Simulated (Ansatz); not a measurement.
Consider the following.

C₃H₂BO:
```
CELL_PARAMETERS angstrom
     11.38347     7.51434     0.00000
    -11.38347     7.51434     0.00000
     -0.37618     0.00000     3.76920
ATOMIC_POSITIONS crystal
  B  0.77340 0.38659 0.76843
  B  0.61341 0.22660 0.76843
  B  0.61439 0.38561 0.44456
  B  0.22660 0.61341 0.23157
  B  0.38659 0.77340 0.23157
  B  0.38561 0.61439 0.55544
  O  0.56223 0.27951 0.54892
  O  0.72049 0.43777 0.54892
  O  0.71866 0.28134 0.88017
  O  0.43777 0.72049 0.45108
  O  0.27951 0.56223 0.45108
  O  0.28134 0.71866 0.11983
  C  0.89186 0.44605 0.89097
  C  0.55395 0.10814 0.89097
  C  0.55508 0.44492 0.20564
  C  0.10814 0.55395 0.10903
  C  0.44605 0.89186 0.10903
  C  0.44492 0.55508 0.79436
  C  0.94856 0.39175 0.08715
  C  0.44472 0.05489 0.80596
  C  0.60718 0.55300 0.10085
  C  0.05144 0.60825 0.91285
  C  0.55528 0.94511 0.19404
  C  0.39282 0.44700 0.89915
  C  0.55300 0.60718 0.89915
  C  0.39175 0.94856 0.91285
  C  0.05489 0.44472 0.19404
  C  0.44700 0.39282 0.10085
  C  0.60825 0.05144 0.08715
  C  0.94511 0.55528 0.80596
  H  0.90802 0.30722 0.15552
  H  0.40212 0.09772 0.65179
  H  0.69076 0.59401 0.18103
  H  0.09198 0.69278 0.84448
  H  0.59788 0.90228 0.34821
  H  0.30924 0.40599 0.81897
  H  0.59401 0.69076 0.81897
  H  0.30722 0.90802 0.84448
  H  0.09772 0.40212 0.34821
  H  0.40599 0.30924 0.18103
  H  0.69278 0.09198 0.15552
  H  0.90228 0.59788 0.65179
```

This is the r²SCAN+D4-relaxed structure. Cartesian axes are those of the cell as given.

Task: All from the program Ansatz at the r²SCAN+D4 level (PAW), unless another level is named. Give the band gap.

Result: 3.26 eV (smallest direct gap 3.29 eV).

Task: Predict the electron effective mass.

Result: 0.70, 2.8, 4.6 mₑ (principal values).

Task: Next, the conduction-band minimum?

Result: at A (k = 0.000, 0.000, 0.500 in fractions of the reciprocal vectors).

Space group C2/m. The cell is a constructed one: a structure type filled with these elements; neither database checked (COD, Materials Project) lists it. Whether it is the stable phase at ambient conditions was not checked. The cell was relaxed with r²SCAN+D4 under the symmetry of its start; whether a distortion lowers the energy is not shown.

Potentials: the later of the program's two PAW sets.
